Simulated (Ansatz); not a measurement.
The slice is one period of a {110} plane through atoms; its size isn't given.

Computed with PBE (plane waves to 420 eV, PAW, scalar-relativistic; Ansatz, a first-principles code). These are valence fields of a PAW run, semicore shells included where kept as valence: close to a nucleus they are smooth pseudo fields.

```
|11223222222223221|
|22222221111222222|
|22222111001112222|
|33222110000112223|
|22221100000011222|
|22211000000001122|
|11111000000001111|
|11110000000000111|
|00000000000000000|
|00000111111110000|
|00001112222111000|
|00001222332221000|
|00012233333322100|
|00112334444332110|
|01123345555433211|
|11223457777543221|
|12234468998644322|
|22334578998754332|
|23334568998654333|
|33344457777544433|
|23344445555444433|
|22334444444444332|
|12233333333333322|
|11233333333333321|
```
Scale: ten equal steps from -1.79 (start of '0') to 1.48 (end of '9'), in the order '0123456789'. Values: log₁₀ of the valence density in e/Å³. The map has 17 points along u (one character each, u = 0 at the left) and 24 along v (v = 0 in the bottom row). The scale is logarithmic, as a density can span decades between atoms and voids.

```
|xx .=+==--==+=. x|
|x  .:-::..::-:.  |
|:::::..    ..::::|
|==--:.      .:--=|
|=--:.        .:--|
|:::.          .::|
|...            ..|
|                 |
|                 |
|       ....      |
|     .:----:.    |
|    .:=+**+=:.   |
|   .:=**##**=:.  |
|   :=+**##**+=:  |
|  .-+********+-. |
| .-+***+xx+***+-.|
|.:=***+xxxx+***=:|
|:-*###+xxxx+###*-|
|=+#%%#*xxxx*#%%#+|
|=+%@@%#+xx+#%@@%+|
|:=%@@@%#**#%@@@%=|
|x *@@@%####%@@@* |
|xx.#@@%####%@@#.x|
|xxx-###****###-xx|
```
Scale: ten equal steps from 0.01 (start of ' ') to 0.92 (end of '@'), in the order ' .:-=+*#%@'. Values: electron localisation function (ELF). The map has 17 points along u (one character each, u = 0 at the left) and 24 along v (v = 0 in the bottom row). Points within 0.5 Å of a nucleus are blanked (x), as the pseudised field means little there.

Which relaxed crystal do these maps come from?
A) BeS (zinc blende)
B) AlAs (zinc blende)
C) HgS (zinc blende)
D) HgTe (zinc blende)

B, AlAs (zinc blende). Atoms on the slice: As at (0.50, 0.25); Al at (0.00, 0.00)

All were relaxed with their symmetry unable to fall. At this level the bands of HgS touch or barely overlap. At this level the bands of HgTe touch or barely overlap. Spin-orbit coupling is left out. The relaxed volume of HgTe is well above the measured one; the method has no dispersion term.
